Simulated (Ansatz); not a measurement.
# Calculated ³³S NMR of the central transition for Bi2S3

Cell: an entry of the Crystallography Open Database (COD) (listed for 7.2 GPa) whose atoms were relaxed with PBE, the cell held.

Space group Pnma (No. 62); a = 10.7010, b = 3.8655, c = 10.5650 Å.

```csv
site,Wyckoff,site symmetry,x,y,z
Bi1,4c,.m.,0.9926,0.2500,0.6773
Bi5,4c,.m.,0.3225,0.2500,0.4718
S9,4c,.m.,0.0516,0.2500,0.1287
S13,4c,.m.,0.3751,0.2500,0.0590
S17,4c,.m.,0.2231,0.2500,0.7968
```

One atom of each set is listed.

Level of theory: DFT, PBE, plane waves and PAW, scalar-relativistic, 420 eV cutoff, Γ-centred 3×7×3 k-points, Fermi–Dirac smearing 0.02 eV (Ansatz 0.2.0).

³³S has I = 3/2 and Q = -69.40 mb (Pyykkö 2018); at 7.05 T its Larmor frequency is ν₀ = 23.1 MHz. Only the quadrupole interaction is simulated: positions count from each site's isotropic chemical shift, and shift anisotropy, dipolar and J coupling are left out.

Question: What does the ³³S spectrum (static powder) show for each site?

Answer: 

| site | first shell | C_Q (MHz) | η | P_Q (MHz) | δ_QIS (ppm) | breadth (kHz) |
| --- | --- | --- | --- | --- | --- | --- |
| S9 | 5 Bi at 2.67–2.88 Å | 2.93 | 0.34 | 2.98 | -418 | 62.9 |
| S13 | 5 Bi at 2.70–3.01 Å | 9.33 | 0.17 | 9.38 | -4134 | 567 |
| S17 | 4 Bi at 2.72–2.90 Å | -1.64 | 0.32 | 1.67 | -131 | 19.6 |

δ_QIS = −(ν_Q²/30ν₀²)[I(I+1) − 3/4](1 + η²/3) × 10⁶ ppm with ν_Q = 3|C_Q|/[2I(2I−1)]; it falls as 1/B₀² in ppm, and the breadth as 1/B₀ in kHz.

With ν_Q/ν₀ up to 0.20, terms beyond second order are no longer negligible.

At this cell the PBE pressure is 10 GPa, so with PBE the cell would grow if it were relaxed. Without spin–orbit coupling the gradients at and beside Bi can be off by some per cent, at some sites by more.

The relaxation (6 steps) took 2 min of wall time (3.9 min of CPU time) and 1.3 GiB at its peak, on 2 threads of Arm Neoverse V2 (aarch64; 8 cores open to the job, memory cap 5.0 GiB, no GPU), a shared host with a load of 0.6 a core.
